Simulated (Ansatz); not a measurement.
Recipe of this trial structure of Sb3S2: random cell by space group and Wyckoff sites (Pm-3m, No. 221). Its size is a rough estimate.

```
Sb S
1.0
     5.27044    0.00000    0.00000
     0.00000    5.27044    0.00000
     0.00000    0.00000    5.27044
Sb S
3 2
Direct
  0.50000 0.00000 0.00000
  0.00000 0.50000 0.00000
  0.00000 0.00000 0.50000
  0.50000 0.50000 0.50000
  0.00000 0.00000 0.00000
```

These are results of DFT PBE, scalar-relativistic, plane waves, PAW (Ansatz), not measurements. Cutoff 420 eV, Gaussian smearing, Γ-centred meshes. Cell and atoms relax first on a coarse mesh and then on a finer one. In between, the cell is made exact in the group found at 0.06 Å. In metals the finer mesh still leaves noise of several meV/atom or more. The steps can't lower the symmetry of their start. No spin polarisation.

A guess keeps its type if space group and coordination stay and the shape of the cell changes little (axis ratios within about 15 %, angles within 6°); the volume may change.

Question: Does this structure survive the relaxation?

Answer: It keeps its type: symmetry leaves only the cell edge free. The symmetry stays Pm-3m (No. 221). The volume per atom shrinks by 3.8 %, from 29.3 to 28.2 Å³. The shortest distance goes from 2.64 Å (Sb–S) to 2.60 Å (Sb–S). Counting neighbours within 15 % of an atom's shortest distance, the start has S 6/12, Sb 2 and the end S 6/12, Sb 2.

The last run used an 8×8×8 mesh for its 5-atom cell and Gaussian smearing of 0.10 eV. Spin–orbit coupling, which can matter for Sb, is left out. An odd number of electrons in the primitive cell allows no gap without spin; a larger cell or a magnetic state could open one. S stands nearly free of neighbours here, and without spin polarisation the energy of such atoms comes out too high. The cell is a metal run without spin; a magnetic state may lie lower. Symmetry constrained the relaxation, so the result can be a saddle point. Another cell of Sb3S2 relaxed alike, in R-3m, lies 0.69 eV/atom lower, so this cell isn't the stable form at this level.

In counts of neighbours, a slash parts the counts of unlike sites.
